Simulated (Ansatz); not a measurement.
A relaxed cell of FePt2 is given with its symmetry left out. The cell was found from a structure generator's guess, not taken from experiment.

Level of theory: DFT PBE, scalar-relativistic, plane waves, PAW (Ansatz). Cutoff 420 eV, Γ-centred mesh, Gaussian smearing, collinear spin.

```
Fe Pt
1.0
    -1.37812    1.37812    5.75460
     1.37812   -1.37812    5.75460
     1.37812    1.37812   -5.75460
Fe Pt
1 2
Direct
  0.50000 0.50000 0.00000
  0.84257 0.84257 0.00000
  0.15743 0.15743 0.00000
```

Energies over the elements count from the elements' standard structures at the same level, with no fitted energy shifts.

Question: Find its symmetry and describe it.

Answer: I4/mmm (No. 139), with Fe and Pt ordered on fcc sites. Conventional cell: a = 2.756 Å, c = 11.509 Å. Fe is surrounded by 8 Pt at 2.66 Å and 4 Fe at 2.76 Å; Pt has 4 Fe at 2.66 Å and 8 Pt at 2.76–2.89 Å.

Question: How far does it lie from the elements in energy?

Answer: −0.22 eV/atom. It lies below the elements, which doesn't yet make it stable against other compounds or structures.

Question: Is it a metal?

Answer: Yes, bands cross the Fermi level on the 24×24×24 mesh.

Question: Which magnetic moments does it keep?

Answer: 1.21 μB per atom net, the space between the atoms included; by site: Fe 3.1; Pt 0.3 (×2) μB.

The last run used collinear spin, a 24×24×24 mesh for its 3-atom cell and Gaussian smearing of 0.10 eV. These runs have no spin–orbit coupling, which can matter for Pt. Another magnetic order may lie lower. A structure relaxed within its symmetry needn't be a true minimum.
